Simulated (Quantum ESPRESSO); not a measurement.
# Kohn-Sham bands of RbCaH3 (cubic perovskite)

```yaml
crystal:
  lattice:
    - [4.52097, 0.00000, 0.00000]
    - [0.00000, 4.52097, 0.00000]
    - [0.00000, 0.00000, 4.52097]
  atoms:
    - { symbol: Rb, position: [0.00000, 0.00000, 0.00000] }
    - { symbol: Ca, position: [0.50000, 0.50000, 0.50000] }
    - { symbol: H, position: [0.50000, 0.00000, 0.50000] }
    - { symbol: H, position: [0.00000, 0.50000, 0.50000] }
    - { symbol: H, position: [0.50000, 0.50000, 0.00000] }
```

Structure: Materials Project mp-23949, symmetrised, not relaxed again. COD (Crystallography Open Database) records the formula in this space group. Ideal cubic forms of this type are often high-temperature phases that distort on cooling; symmetry holds the cell here, and its stability was not tested. Method: LDA plane waves in Quantum ESPRESSO 7.5 (PseudoDojo norm-conserving files, 60 Ry, no spin polarisation, no spin-orbit coupling), Bloch states on a 8×8×8 mesh through Γ, Wannier90 4.0.1. Density: 8×8×8 mesh, cold smearing 0.01 Ry.

Task: List the Kohn-Sham levels between −8 and 5.9 eV relative to the valence-band maximum at the high-symmetry points, as a band run of pw.x on that density gives them (levels within 2 meV counted together).

Result: 
```tsv
point	k (reciprocal lattice)	levels (eV)
Γ	0.000 0.000 0.000	-2.85, -0.40 (×2)
X	0.000 0.500 0.000	-1.54, -0.75, -0.15, 5.44 (×2), 5.68
M	0.500 0.500 0.000	-1.20, 0.00 (×2), 2.92, 4.83 (×2), 5.63
R	0.500 0.500 0.500	-0.21 (×3), 4.23 (×3), 5.55
```
